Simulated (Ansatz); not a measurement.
# SrO: computed property card

SrO:
```xyz
4
Lattice="3.5446 0.0000 0.0000 -1.7723 3.0697 0.0000 0.0000 0.0000 6.1960" Properties=species:S:1:pos:R:3 pbc="T T T"
Sr     0.0000     2.0465     1.5490
Sr     1.7723     1.0232     4.6470
O      0.0000     0.0000     0.0000
O      0.0000     0.0000     3.0980
```

Space group P6_3/mmc (No. 194), NiAs type; conventional cell a = 3.545 Å, b = 3.545 Å, c = 6.196 Å, α = 90.00°, β = 90.00°, γ = 120.00°.

Method: plane-wave PAW HSE06 (Ansatz code). Structure relaxed to zero pressure with the same functional. Other levels are named where they apply.

### Cell and energy

Volume per atom: 16.85 Å³
Density: 5.10 g/cm³

### Electronic structure

Band gap: 4.54 eV (smallest direct gap 4.55 eV)
Valence-band maximum: at Γ
Conduction-band minimum: at M (3 equivalent valleys)
Gap with spin–orbit coupling: 4.54 eV (at the special points and the edges found without it)

### Mechanics

- Bulk modulus (Birch–Murnaghan fit) = 88.7 GPa
- Pressure derivative B′ = 4.3

### Charges

Bader charges: Sr +1.53, O -1.53 e

The workflow started from a Materials Project entry (that database holds measured and hypothetical structures alike); the Crystallography Open Database copy checked does not list it. It is not the phase usual at ambient conditions (space group No. 225). Symmetry was held in the HSE06 relaxation; its stability against distortions is not shown here. The hybrid was solved on a coarse mesh, the path and, where they were found, the r²SCAN edge points; its band edges are the extreme levels among these. Spin–orbit coupling is left out wherever it is not named.

Potentials: the later of the program's two PAW sets.
